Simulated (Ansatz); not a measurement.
Relaxed AgCl (rock salt):

```
AgCl
1.0
    0.00000     5.54504     5.54504
    2.77252     0.00000     2.77252
    2.77252     2.77252     0.00000
Cl Ag
2 2
Cartesian
  0.00000   0.00000   0.00000
  2.77252   5.54504   2.77252
  2.77252   2.77252   2.77252
  2.77252   5.54504   5.54504
```

The atoms are displaced by Q × the pattern below (from a DFPT mode at L = (0.5, 0.0, 0.0), largest move 1; Q in Å), at fixed cell. (q is in reciprocal vectors of the primitive cell; the cell shown is doubled to hold the pattern.)

| atom | x | y | z |
|---|---|---|---|
| Ag3 | -0.577 | 0.577 | 0.577 |
| Ag4 | 0.577 | -0.577 | -0.577 |

Atoms not listed stay in place.

Computed with r2SCAN (plane waves to 500 eV, PAW, scalar-relativistic; Ansatz, a program for electronic structure). k mesh 5×10×10 (Γ-centred), Fermi-Dirac smearing 0.05 eV. The energy includes the smearing's −TS. AgCl was relaxed with its symmetry unable to fall. The zero of ΔE is the undisplaced structure.

Estimate the ΔE (meV/cell) for Q (Å) = -0.180, -0.120, -0.090, -0.060, -0.030, 0.030, 0.060, 0.150.


```csv
Q (Å),ΔE (meV/cell)
-0.180,125.3
-0.120,55.9
-0.090,31.5
-0.060,14.0
-0.030,3.5
0.030,3.5
0.060,14.0
0.150,87.2
```

(A displaced cell: forces are minus the slopes of the energy, force constants its curvatures, and phonons follow from these.)
